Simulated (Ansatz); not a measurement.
ScB (rock salt, space group No. 225) at seven volumes, DFT-PBEsol in the program Ansatz with PAW potentials, scaled uniformly. One row is withheld.

| V (Å³/atom) | P (GPa) |
|---|---|
| 13.278 | 12.62 |
| 13.716 | 7.79 |
| 14.154 | 3.61 |
| 14.591 | 0.00 |
| 15.029 | -3.13 |
| 15.467 | -5.84 |
| 15.905 | ? |

### Question
Fit the shown pressures and predict the withheld one.

### Answer
Third-order Birch–Murnaghan: P = (3/2)B₀(x^(7/2) − x^(5/2))[1 + (3/4)(B′ − 4)(x − 1)] with x = (V₀/V)^(2/3). Least squares on the six rows gives V₀ = 14.591 Å³/atom, B₀ = 112.0 GPa, B′ = 3.79. At V = 15.905, x = 0.9441 and P = -8.20 GPa. The run itself gave -8.18 GPa.

Space group Fm-3m (rock salt). The cell is a constructed one: a structure type filled with these elements; neither database checked (COD, Materials Project) lists it. Whether it is the stable phase at ambient conditions was not checked. The PBEsol relaxation kept the symmetry of its start. At this level the phase is mechanically unstable. No spin polarisation was allowed.

Potentials: the earlier of the program's two PAW sets. The files were generated under PBE; for other functionals the program regenerates the frozen cores, and for LDA and PBEsol the local potential too.
